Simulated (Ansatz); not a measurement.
SnO$_{2}$:
```cif
data_O4Sn2
_chemical_formula_sum 'Sn2 O4'
_space_group_name_H-M_alt 'P 1'
_space_group_IT_number 1
_cell_length_a 4.75989
_cell_length_b 4.75989
_cell_length_c 3.20084
_cell_angle_alpha 90.000
_cell_angle_beta 90.000
_cell_angle_gamma 90.000
loop_
_space_group_symop_operation_xyz
  'x, y, z'
loop_
_atom_site_label
_atom_site_type_symbol
_atom_site_fract_x
_atom_site_fract_y
_atom_site_fract_z
_atom_site_occupancy
Sn1 Sn 0.00000 0.00000 0.00000 1
Sn2 Sn 0.50000 0.50000 0.50000 1
O1 O 0.30591 0.30591 0.00000 1
O2 O 0.80591 0.19409 0.50000 1
O3 O 0.19409 0.80591 0.50000 1
O4 O 0.69409 0.69409 0.00000 1
```

Relaxed with r²SCAN.

**Question.** Tabulate the valence density and the electron localisation function along the shortest Sn–Sn contact (3.20 Å), plane-wave PAW r²SCAN (Ansatz code).

**Answer.** 

| distance from Sn (Å) | density (e/Å³) | ELF |
|---|---|---|
| 0.32 | 10.44 | 0.00 |
| 0.48 | 5.79 | 0.04 |
| 0.64 | 2.69 | 0.13 |
| 0.80 | 1.15 | 0.20 |
| 0.96 | 0.53 | 0.17 |
| 1.12 | 0.32 | 0.12 |
| 1.28 | 0.24 | 0.09 |
| 1.44 | 0.21 | 0.08 |
| 1.60 | 0.20 | 0.07 |
| 1.76 | 0.21 | 0.08 |
| 1.92 | 0.24 | 0.09 |
| 2.08 | 0.32 | 0.12 |
| 2.24 | 0.53 | 0.17 |
| 2.40 | 1.15 | 0.20 |
| 2.56 | 2.69 | 0.13 |
| 2.72 | 5.79 | 0.04 |
| 2.88 | 10.44 | 0.00 |

The density is the valence pseudo-density with augmentation charge, so density and ELF within about 1 Å of a nucleus are not all-electron values.

Space group P4_2/mnm (rutile). Symmetry was held in the r²SCAN relaxation; of distortions, only those at the zone centre were tested. Spin–orbit coupling is left out wherever it is not named.

Potentials: the later of the program's two PAW sets.
